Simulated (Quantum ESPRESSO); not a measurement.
pw.x input (Quantum ESPRESSO 7.5; PBEsol, PseudoDojo standard norm-conserving files, scalar-relativistic):

```
&CONTROL
  calculation = 'scf'
  pseudo_dir = './pseudo'
  outdir = './out'
  tprnfor = .true.
  tstress = .true.
/
&SYSTEM
  ibrav = 0
  nat = 12
  ntyp = 3
  ecutwfc = 100.0
  ecutrho = 400.0
  occupations = 'smearing'
  smearing = 'fd'
  degauss = 0.002
  nbnd = 67
/
&ELECTRONS
  conv_thr = 1.2e-09
/
ATOMIC_SPECIES
Li 6.9400 Li.upf
F 18.9984 F.upf
Lu 174.9668 Lu.upf
CELL_PARAMETERS angstrom
  3.551415000000  -5.186985000000   0.000000000000
  3.551415000000   5.186985000000   0.000000000000
 -3.521485000000   0.000000000000   3.605892000000
ATOMIC_POSITIONS crystal
Li   0.119930000000   0.880070000000   0.750000000000
Li   0.880070000000   0.119930000000   0.250000000000
F   0.629140000000   0.040920000000   0.367910000000
F   0.370860000000   0.959080000000   0.632090000000
F   0.959080000000   0.370860000000   0.132090000000
F   0.040920000000   0.629140000000   0.867910000000
F   0.759830000000   0.673410000000   0.294390000000
F   0.240170000000   0.326590000000   0.705610000000
F   0.326590000000   0.240170000000   0.205610000000
F   0.673410000000   0.759830000000   0.794390000000
Lu   0.374130000000   0.625870000000   0.250000000000
Lu   0.625870000000   0.374130000000   0.750000000000
K_POINTS automatic
6 6 8 0 0 0
```

End of the output:

```

[...]
     the Fermi energy is    10.2199 ev
!    total energy              =   -1409.30890317 Ry
     estimated scf accuracy    <          2.8E-10 Ry
     smearing contrib. (-TS)   =       0.00000000 Ry
     internal energy E=F+TS    =   -1409.30890317 Ry
     The total energy is F=E-TS. E is the sum of the following terms:
     one-electron contribution =    -841.92713618 Ry
     hartree contribution      =     518.68024540 Ry
     xc contribution           =    -241.68529058 Ry
     ewald contribution        =    -844.37672181 Ry
     convergence has been achieved in  11 iterations
     Forces acting on atoms (cartesian axes, Ry/au):
     atom    1 type  1   force =     0.00000000   -0.00107457    0.00000000
     atom    2 type  1   force =     0.00000000    0.00107457    0.00000000
     atom    3 type  2   force =     0.00592794   -0.00169545   -0.00196454
     atom    4 type  2   force =    -0.00592794    0.00169545    0.00196454
     atom    5 type  2   force =    -0.00592794   -0.00169545    0.00196454
     atom    6 type  2   force =     0.00592794    0.00169545   -0.00196454
     atom    7 type  2   force =     0.00145106   -0.00109804    0.00616124
     atom    8 type  2   force =    -0.00145106    0.00109804   -0.00616124
     atom    9 type  2   force =    -0.00145106   -0.00109804   -0.00616124
     atom   10 type  2   force =     0.00145106    0.00109804    0.00616124
     atom   11 type  3   force =     0.00000000   -0.00067966    0.00000000
     atom   12 type  3   force =     0.00000000    0.00067966    0.00000000
     Total force =     0.018325     Total SCF correction =     0.000078
     Computing stress (Cartesian axis) and pressure
          total   stress  (Ry/bohr**3)                   (kbar)     P=       34.83
   0.00023205   0.00000000  -0.00000302           34.14        0.00       -0.44
   0.00000000   0.00024378   0.00000000            0.00       35.86        0.00
  -0.00000302   0.00000000   0.00023455           -0.44        0.00       34.50
```
In a gapped system the printed Fermi energy is only some level inside the gap.

Geometry of the Materials Project entry, not relaxed at this level.
